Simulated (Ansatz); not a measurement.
**Kick test of a cell of Hf₅TiN₆**

It was reached by relaxing an invented guess, and it needn't be the stable form of this composition.

These are results of DFT PBE, scalar-relativistic, plane waves, PAW in Ansatz 0.2.0, not measurements. Cutoff 420 eV; k points 12×12×8 on the computed 12-atom cell (Γ-centred); Gaussian smearing, width 0.10 eV; no spin polarisation.

The cell below (12 atoms, space group P-62m (No. 189)) is relaxed within its symmetry.

```
Hf Ti N
1.0
     5.41898    0.00000    0.00000
    -2.70949    4.69298    0.00000
     0.00000    0.00000    5.40778
Hf Ti N
5 1 6
Direct
  0.33333 0.66667 0.50000
  0.66667 0.33333 0.50000
  0.00000 0.66903 0.00000
  0.66903 0.00000 0.00000
  0.33097 0.33097 0.00000
  0.00000 0.00000 0.50000
  0.00000 0.33048 0.74752
  0.66952 0.66952 0.74752
  0.33048 0.00000 0.74752
  0.00000 0.33048 0.25248
  0.66952 0.66952 0.25248
  0.33048 0.00000 0.25248
```

For the test it was strained at random (σ = 1.5 % a component), the atoms were moved at random (σ = 0.10 Å), and all was relaxed again on a coarse 4×6×6 mesh (in the run’s order of axes) with 0.20 eV smearing, with no symmetry imposed.

Spin–orbit coupling, which can matter for Hf, is left out.

Problem. What happens?

Solution. It returns, within 1 meV/atom of the unmoved cell on that mesh and with the same symmetry when read at 0.1 Å. No instability shows in this cell; modes of other wave vectors, which need another repeat, aren't tested.
